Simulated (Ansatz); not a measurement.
Consider the following.

GaAs (zinc blende)

```
CELL_PARAMETERS angstrom
      0.00000     5.74607     5.74607
      2.87304     0.00000     2.87304
      2.87304     2.87304     0.00000
ATOMIC_POSITIONS crystal
  As 0.37500 0.75000 0.75000
  As 0.87500 0.75000 0.75000
  Ga 0.00000 0.00000 0.00000
  Ga 0.50000 0.00000 0.00000
```

A phonon eigenvector at L = (0.5, 0.0, 0.0) is frozen into this cell: atom i moves by Q times the vector below, so Q is the largest atomic displacement, in Å. The cell is held. (q is in reciprocal vectors of the primitive cell; the cell shown is doubled to hold the pattern.)

```json
[
 {"atom": "As1", "x": "-0.507", "y": "0.507", "z": "0.507"},
 {"atom": "As2", "x": "0.507", "y": "-0.507", "z": "-0.507"},
 {"atom": "Ga3", "x": "0.577", "y": "-0.577", "z": "-0.577"},
 {"atom": "Ga4", "x": "-0.577", "y": "0.577", "z": "0.577"}
]
```

Computed with PBE (plane waves to 420 eV, PAW, scalar-relativistic; Ansatz, an electronic-structure program). k mesh 5×10×10 (Γ-centred), Fermi-Dirac smearing 0.05 eV. E stands for the smeared free energy. As the smearing reaches across the gap at some points, energies and forces of such displacements shift with the k mesh and the smearing. GaAs was relaxed with its symmetry unable to fall. The PAW data are Ansatz's earlier set. ΔE is measured from the undisplaced structure.

The scan covers Q from -0.280 to 0.280 Å in 13 points.

Which space group does the distorted structure have?

R3m (No. 160), lowered from F-43m.

What is the energy change at Q = 0.280 Å?

2332 meV/cell.

What harmonic wavenumber does the curvature at Q = 0 give?

220 cm⁻¹.

(A displaced cell: forces are minus the slopes of the energy, force constants its curvatures, and phonons follow from these.)
